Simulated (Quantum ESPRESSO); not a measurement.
# Strain and stress in Al3MgAs3S

The results below are calculated, not measured. They come from pw.x of Quantum ESPRESSO 7.5, a plane-wave density functional program, with PseudoDojo standard norm-conserving files (v0.5 for PBE, v0.4.1 for LDA and PBEsol). The cells are made up: elements, strain and atom displacements were drawn at random, and nothing was relaxed. There is no spin polarisation, spin-orbit coupling or dispersion term.

The cell has 8 sites of a zincblende or diamond lattice. Sites 1 to 4 hold Al Al Al Mg; sites 5 to 8 hold As S As As. Cell vectors in Å: (5.632, -0.081, -0.047); (-0.081, 5.698, -0.064); (-0.048, -0.064, 5.571). Settings: PBE, cutoff 1143 eV, 4 x 4 x 4 k mesh shifted by half a step, Fermi-Dirac smearing of 0.025 eV.

Each run adds the same strain along x and y to one cell, with the atoms carried along; the vectors above are those of run 5. Stress is positive in tension and P is minus a third of its trace. E is the free energy for each atom above the lowest run shown. The last column is band 36 less band 35 at Gamma, from a band step after each run.

| run | strain (%) | s_xx (GPa) | s_yy (GPa) | s_zz (GPa) | s_xy (GPa) | P (GPa) | E (meV/atom) | level step at Gamma (eV) |
| --- | --- | --- | --- | --- | --- | --- | --- | --- |
| 1 | -2.49 | -9.08 | -8.74 | -8.43 | -2.82 | 8.75 | 55.25 | 0.991 |
| 2 | -1.89 | -7.86 | -7.49 | -7.44 | -2.73 | 7.60 | 41.78 | 1.007 |
| 4 | -0.73 | -5.66 | -5.25 | -5.68 | -2.58 | 5.53 | 21.03 | 1.025 |
| 5 | 0.37 | -3.76 | -3.31 | -4.19 | -2.44 | 3.75 | 7.39 | 1.023 |
| 6 | 0.62 | -3.35 | -2.89 | -3.88 | -2.41 | 3.37 | 5.07 | 1.020 |
| 7 | 1.33 | -2.23 | -1.75 | -3.02 | -2.32 | 2.33 | 0.00 | 1.005 |
| 3 | -1.45 | ? | ? | ? | ? | ? | ? | ? |

A rerun of one of these cells at 1437 eV and k mesh 6 x 6 x 6 moved values by no more than 0.006 eV in the cell's energy, 0.02 GPa in stress and 0.005 eV/Å in force.

## Worked fit

A parabola through the six runs shown gives s_xx = -4.38 + 1.71 e - 0.072 e² GPa, with e in per cent and a scatter of 0.01 GPa. The slope is a stiffness of 171 ± 1 GPa for each unit of this strain at e = 0, the sum of the responses of s_xx to strain along x and along y. The atoms are clamped, and relaxing them would in general lower it. The error is the larger of the fit's own and the change that a cubic makes, rounded up.

## Withheld run

Question: what s_xx should run 3 give?

The fit gives -7.01 GPa. The calculation gave -7.00 GPa.

| run | strain (%) | s_xx (GPa) | s_yy (GPa) | s_zz (GPa) | s_xy (GPa) | P (GPa) | E (meV/atom) | level step at Gamma (eV) |
| --- | --- | --- | --- | --- | --- | --- | --- | --- |
| 3 | -1.45 | -7.00 | -6.62 | -6.75 | -2.67 | 6.79 | 33.11 | 1.017 |